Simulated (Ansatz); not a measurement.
A geometry of C away from equilibrium: step 3 of the relaxation of a relaxed C cell, doubled along one cell vector, shaken by Gaussian noise of σ = 0.08 Å a coordinate. These are PBE (plane waves to 420 eV, PAW, scalar-relativistic; Ansatz, a program for electronic structure) values and carry that method's errors. Γ-centred k-mesh 11×11×6 on the run's cell (coarser than for final values), Fermi–Dirac smearing 0.05 eV.

```yaml
crystal:
  lattice:
    - [0.02228, 1.79746, 1.79439]
    - [1.79718, 0.01535, 1.80131]
    - [3.60129, 3.61571, 0.02376]
  atoms:
    - { symbol: C, position: [0.45678, 0.51848, 0.25180] }
    - { symbol: C, position: [0.46061, 0.51686, 0.75510] }
    - { symbol: C, position: [0.72465, 0.77129, 0.37971] }
    - { symbol: C, position: [0.71355, 0.76781, 0.87563] }
```

**Question.** Which atoms carry the largest force, and which way does it point?

**Answer.** 1.91 eV/Å, on C3 (atoms numbered as listed); on C3 its components are (-0.33, -1.42, -1.24).

**Question.** What is the pressure?

**Answer.** -3.1 GPa, compression positive.

**Question.** How far above the relaxed end point is this geometry?

**Answer.** 0.02 eV/atom; the path ends in Fd-3m (No. 227) (diamond type).

No spin polarisation in the result.
